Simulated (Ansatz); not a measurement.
**Property card for Rb**

Rb:
```
CELL_PARAMETERS angstrom
      5.07196     0.00000     0.00000
     -2.53598     4.39244     0.00000
      0.00000     0.00000    16.89034
ATOMIC_POSITIONS crystal
  Rb 0.00000 0.00000 0.00000
  Rb 0.00000 0.00000 0.50000
  Rb 0.33333 0.66667 0.75000
  Rb 0.66667 0.33333 0.25000
```

Space group P6_3/mmc (No. 194), dhcp (α-La type); conventional cell a = b = 5.0720 Å, c = 16.8903 Å, α = β = 90.00°, γ = 120.00°.

Method: the program Ansatz at the r²SCAN+D4 level (PAW). Structure relaxed to zero pressure with the same functional. Other levels are named where they apply.

### Cell and energy

- Volume per atom = 94.07 Å³
- Density = 1.51 g/cm³

### Electronic structure

Electronic character: metallic (no gap)
Density of states at the Fermi level: 0.90 states/eV per atom (mean over ±0.08 eV)

The first step of the workflow began from a Materials Project structure, measured or hypothetical; the Crystallography Open Database copy checked does not list it. It is not the phase usual at ambient conditions (space group No. 229). Symmetry was held in the r²SCAN+D4 relaxation; whether a distortion lowers the energy is not shown. The pairwise dispersion correction was not fitted to metals. Axis ratios of metals converge slowly with the k-mesh, so a and c are less sure than the volume. Spin–orbit coupling is left out wherever it is not named.

Potentials: the later of the program's two PAW sets.
